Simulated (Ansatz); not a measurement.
MgZn₃S₄:
```yaml
crystal:
  lattice:
    - [6.84574, 3.95013, 0.00000]
    - [-6.84574, 3.95013, 0.00000]
    - [-0.03560, 0.00000, 13.18856]
  atoms:
    - { symbol: Zn, position: [0.84690, 0.67209, 0.67383] }
    - { symbol: Zn, position: [0.16587, 0.82893, 0.91666] }
    - { symbol: S, position: [0.84073, 0.66841, 0.85847] }
    - { symbol: S, position: [0.16060, 0.82467, 0.09717] }
    - { symbol: Zn, position: [0.84695, 0.67481, 0.16594] }
    - { symbol: Mg, position: [0.16692, 0.83525, 0.41992] }
    - { symbol: S, position: [0.83593, 0.67018, 0.35149] }
    - { symbol: S, position: [0.16776, 0.83237, 0.60867] }
    - { symbol: Zn, position: [0.32905, 0.67255, 0.67391] }
    - { symbol: Zn, position: [0.67481, 0.84695, 0.83406] }
    - { symbol: S, position: [0.33447, 0.67606, 0.85856] }
    - { symbol: S, position: [0.66841, 0.84073, 0.14153] }
    - { symbol: Zn, position: [0.32394, 0.67404, 0.16600] }
    - { symbol: Zn, position: [0.67209, 0.84690, 0.32617] }
    - { symbol: S, position: [0.33140, 0.66954, 0.35116] }
    - { symbol: S, position: [0.67018, 0.83593, 0.64851] }
    - { symbol: Zn, position: [0.32853, 0.15301, 0.67401] }
    - { symbol: Zn, position: [0.67404, 0.32394, 0.83400] }
    - { symbol: S, position: [0.33360, 0.15311, 0.85969] }
    - { symbol: S, position: [0.67606, 0.33447, 0.14144] }
    - { symbol: Mg, position: [0.32499, 0.15430, 0.16637] }
    - { symbol: Zn, position: [0.67255, 0.32905, 0.32609] }
    - { symbol: S, position: [0.33330, 0.16974, 0.35692] }
    - { symbol: S, position: [0.66954, 0.33140, 0.64884] }
    - { symbol: Mg, position: [0.83525, 0.16692, 0.58008] }
    - { symbol: Mg, position: [0.15430, 0.32499, 0.83363] }
    - { symbol: S, position: [0.82467, 0.16060, 0.90283] }
    - { symbol: S, position: [0.15311, 0.33360, 0.14031] }
    - { symbol: Zn, position: [0.82893, 0.16587, 0.08334] }
    - { symbol: Zn, position: [0.15301, 0.32853, 0.32599] }
    - { symbol: S, position: [0.83237, 0.16776, 0.39133] }
    - { symbol: S, position: [0.16974, 0.33330, 0.64308] }
```

Relaxed with PBE. Special points in fractions of this cell's reciprocal vectors: Γ (0.000, 0.000, 0.000); C (0.333, 0.333, 0.000); C2 (-0.333, 0.667, 0.000); Y2 (-0.500, 0.500, 0.000); M2 (-0.500, 0.500, 0.500); D (-0.333, 0.667, 0.500); D2 (0.333, 0.333, 0.500); A (0.000, 0.000, 0.500); L2 (0.000, 0.500, 0.500); V2 (0.000, 0.500, 0.000).

Problem. List the band energies nearest the valence-band maximum at these points for PBE (plane waves, PAW; program Ansatz).

Solution. In eV from the valence-band maximum; about four levels below and three above (degenerate sets whole), none deeper than 8.9 eV; points with the same levels are listed once.

```csv
k,below,above
Γ,-0.27 -0.27 -0.08 -0.08 -0.02,2.40 3.01 3.28
C,-0.45 -0.36 -0.33 -0.30,4.17 4.38 4.38
Y2,-0.38 -0.35 -0.32 -0.22,3.84 3.88 3.93
M2,-0.38 -0.37 -0.33 -0.27,3.75 3.82 3.97
D,-0.38 -0.36 -0.31 -0.31,4.19 4.21 4.40
A,-0.20 -0.19 -0.12 -0.11,2.96 2.97 3.08
L2,-0.39 -0.37 -0.35 -0.29,3.73 3.84 3.93
V2,-0.42 -0.36 -0.30 -0.24,3.82 3.86 3.95
```

The start of the workflow was typed in or built on a structure type; neither database checked (COD, Materials Project) lists it. Whether it is the stable phase at ambient conditions was not checked. The PBE relaxation kept the symmetry of its start; its stability against distortions is not shown here. The volume moved by 17 % from the start of the relaxation.

Potentials: the later of the program's two PAW sets.
